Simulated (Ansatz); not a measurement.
Input file for Ansatz (a quantum-chemistry and plane-wave program):

Ansatz 0.2 input:
```yaml
crystal:
  lattice:
    - [4.0644023649, 0.0, 0.0]
    - [0.0, 4.0644023649, 0.0]
    - [0.0, 0.0, 4.0644023649]
  atoms:
    - { symbol: Ga, position: [0.0, 0.0, 0.0], spin: 0.0 }
    - { symbol: Ir, position: [0.0, 0.5, 0.5], spin: -0.13 }
    - { symbol: Ir, position: [0.5, 0.0, 0.5], spin: -0.13 }
    - { symbol: Ir, position: [0.5, 0.5, 0.0], spin: -0.13 }
    - { symbol: N, position: [0.5, 0.5, 0.5], spin: -0.05 }
kpoints:
  mp_grid: { grid: [10, 10, 10] }
hamiltonian:
  xc: r2scan
  pseudopotentials: { kind: paw }
magnetization: { spin_polarized: true }
scf:
  occupations: { method: gaussian, width: 0.05 }
checkpoint: { read: metal.run }
output: { write_density: true, elf: true, volumetric_format: npy }
basis: { fft_grid_basis: typed }
```

Output (shortened):

```
Pseudopotential: Ga, paw, valence charge 13
Pseudopotential: Ir, paw, valence charge 17
Pseudopotential: N, paw, valence charge 5
Functional definition: r2SCAN
Crystal: 5 atoms, lattice volume = 67.141 Å³
Basis set: ecut = 500 eV, 1743 PW (Γ), exchange–correlation on 120×120×120 points (64 copies of the dense FFT grid, shifted against one another)
Bands: 42, of which v1, the nominal top of the filled ones, is band 35 counted from 1 (34 counted from 0)
Symmetry: 48 space group operations
Space group: Pm-3m (ITA 221), of the structure as read, at distance tolerance 4.1e-5 Å
k-points: 56 of 1000
Stability of the state it starts from, as read at its close in the collinear treatment (another_mixer)
Starting moments: Σ|m| = 0.44 μB on 4 of 5 sites; this step starts from the density that it was given
iter 1 solved again at ethr=1.23e-7 eV; its pass at ethr=3.10e-3 eV (dr2=8.52e-5 eV) is discarded
SCF iter   1: F=—  HF=-40018.312417 eV  |F-HF|=—  |Δ(HF+E_count)|=         —  Δρ=3.61e-7 (↑3.61e-7 ↓3.09e-7)  dr2=1.77e-10  dr2_τ=1.55e-11  dr2_m=6.92e-12  M=-0.445 μB ∫|m|=0.456 μB  β_m=1.20  ethr=1.23e-7  ⟨swp⟩=3.4  Hψ=29639  notcnv=0
preconditioner: auto → Kerker (q_TF=auto, 2.741 Å⁻¹)
spin=Collinear: Kerker preconditioning applied to the charge; magnetization (m = ρ↑ − ρ↓) channel mixes plain (no charge-response kernel on spin).
SCF iter   2: F=-40018.312417 eV  HF=-40018.312417 eV  |F-HF|=0.00e0  |Δ(HF+E_count)|=   1.04e-7  Δρ=1.18e-7 (↑1.06e-7 ↓1.18e-7)  dr2=1.46e-11  dr2_τ=1.38e-11  dr2_m=1.33e-12  M=-0.445 μB ∫|m|=0.456 μB  ethr=1.00e-12  ⟨swp⟩=6.4  Hψ=19810  notcnv=0
SCF 1 converged in 2 iterations: F = -40018.312417 eV  dr2 = 1.46e-11
Stability not checked (another_mixer)
SCF converged after 2 iterations
Magnetization: -0.4454 μB (34.2773 up, 34.7227 down)
Absolute magnetization: 0.4548 μB (∫|ρ↑−ρ↓|, with the PAW one-centre terms)
Spin contamination: 0.0024 ħ² per cell (⟨S²⟩ above its minimum at these occupations)
Per-site moments (μB) at R_I (Å): [(-0.0050548010621299004, 1.1855111703977153), (-0.0974977323056409, 0.838282987760625), (-0.09749773230564074, 0.838282987760625), (-0.09749773230564085, 0.838282987760625), (-0.045293823126039204, 0.838282987760625)]
Free energy (F): -40018.312417 eV
Harris-Foulkes:  -40018.312417 eV  (|F-HF|=0.00e0)
Internal energy: -40018.305372 eV  (E = F + TS)
E sigma→0 (E₀):  -40018.308894 eV
Entropy (-TS):   -0.007045 eV (-1.409 meV/atom)
Fermi energy:    20.332652 eV
--- Per-component energies (eV) ---
  E_band       = -436.792787
  E_kinetic    = 2128.413739
  E_local      = -5598.309057  (includes V_loc(G=0)·N_el)
  E_nonlocal   = 700.189432
  E_hartree    = 2289.006436
  E_xc         = -886.133872
  E_vxc        = -1141.713244  (∫ρ·V_xc dr)
  E_paw        = -29888.207092  (= ΣΔE_a)
  E_vpaw       = -1173.520670  (= ΣTr[D̂ρ^β])
  E_aug_tail   = -0.000082  (compensation charges beyond the density's cutoff)
  E_vtau       = 70.134253  (kinetic-family band-sum trace: ∫τ·v_τ [+ j·A + Jᵃ·Aᵃ] dr)
  E_ewald      = -8761.631561
  E_core_change = -1.633315  (= ΣΔE_core)
  E_smearing   = -0.007045  (= −TS)
  E_closure    = 0.000000  (closes the sum)
  Σ components = -40018.312417   (vs F -40018.312417, Δ=0.00e0)
  [band-id]    e_kinetic+e_local+e_nonlocal+2·e_hartree+e_vxc+e_vpaw+e_augmentation_tail+e_vtau = -436.792758   (vs E_band -436.792787, Δ=2.93e-5)
--- Band table (eV; the first three rows and the last of 112) ---
  k-point 0 ↑: bands = ["-74.3053", "-74.2696", "-74.2696", "-31.1321", "-31.1321", "-31.1321", "-30.3670", "-30.3670", "-30.3670", "-30.3562", "-30.3562", "-30.3562", "-0.2128", "4.1891", "4.1891", "4.1962", "4.1962", "4.1962", "9.6548", "14.0493", …
  k-point 1 ↑: bands = ["-74.3045", "-74.2704", "-74.2696", "-31.1304", "-31.1304", "-31.1295", "-30.3710", "-30.3677", "-30.3677", "-30.3573", "-30.3573", "-30.3565", "-0.1449", "4.1907", "4.1924", "4.1966", "4.1976", "4.1976", "9.7494", "13.5298", …
  k-point 2 ↑: bands = ["-74.3023", "-74.2726", "-74.2696", "-31.1258", "-31.1258", "-31.1224", "-30.3817", "-30.3704", "-30.3704", "-30.3595", "-30.3595", "-30.3573", "0.0408", "4.1948", "4.1976", "4.2011", "4.2014", "4.2014", "10.0109", "12.5047", …
  k-point 55 ↓: bands = ["-74.3678", "-74.3678", "-74.3678", "-31.5411", "-31.0497", "-31.0497", "-30.6290", "-30.6290", "-30.6290", "-30.3533", "-30.3533", "-30.3533", "2.3262", "4.1752", "4.1752", "4.1752", "4.2355", "4.2355", "9.2226", "9.2226", "9.2226", …
```

Cost: about 30 core-seconds (a rough figure) on shared cores.

The start of the workflow was typed in or built on a structure type; neither database checked (COD, Materials Project) lists it. Its standing as an ambient phase is unchecked. Symmetry was held in the r²SCAN relaxation; its stability against distortions is not shown here. The final state is ferromagnetic, the only order run, not a proven ground state. The volume moved by 18 % from the start of the relaxation. Its formation energy is positive at this level, so the cell may be metastable or incomplete. Other orbital occupations within this spin state were not tried. No Hubbard U is applied. Point labels and valley counts follow the cell and symmetry of the run, lower than the named group. Scalar-relativistic: spin–orbit coupling is off unless named, which matters more the heavier the elements.

Potentials: the later of the program's two PAW sets.

Ansatz is a plane-wave DFT program.
